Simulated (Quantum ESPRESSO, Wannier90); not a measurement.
**Wannierisation of Cu (I4/mmm, model phase)**

Materials Project entry mp-1010136; symmetrised, unrelaxed at this level. This isn't the element's usual structure (fcc); take it as a model of another phase. Computed values, not measurements, from PBEsol: Quantum ESPRESSO (norm-conserving PseudoDojo potentials, cutoff 74 Ry, no spin polarisation, no spin-orbit coupling) on a Γ-centred 12×12×12 mesh, then Wannier90. Density: 20×20×20 mesh, cold smearing 0.01 Ry.

The plane-wave run has 21 bands and 19 electrons a cell. On the energy scale of pw.x, whose zero is arbitrary, the Fermi level lies at 17.88 eV.

Isolated groups of bands, relative to the Fermi level (bands from 5 on overlap up to the last one computed):

| bands | from (eV) | to (eV) | filling | weight on atomic waves |
|---|---|---|---|---|
| 1 | -112.44 | -112.40 | filled | Cu 3s 99 % |
| 2–4 | -70.02 | -69.89 | filled | Cu 3p 100 % |

Input w.win, without the blocks of cell, atoms and k-points (1728 lines):

```
num_bands = 21
num_wann = 9
num_iter = 800
conv_tol = 1.0e-6
conv_window = 4
dis_num_iter = 1000
dis_conv_tol = 1.0e-6
dis_froz_max = 19.38
write_hr = true
write_u_matrices = true
begin projections
Cu: s;p;d
end projections
mp_grid = 12 12 12
```

Question: This input has a fault. Which, and what does the program do?

Answer: wannier90.x stops with:
```
dis_windows: More states in the frozen window than target WFs
```
At some k-point more bands lie below dis_froz_max than there are Wannier functions, and every frozen state has to fit into the subspace. Here the deep bands below band 5 or between the kept ones were not excluded and fill the window; only bands 5-21 belong to the model. Mended as below, all else unchanged, the run goes through (Ω_I = 4.6 Å²) and follows the plane-wave bands to 2.3 meV rms (states up to 1.0 eV relative to the Fermi level).
```
num_bands = 17
exclude_bands = 1-4
```
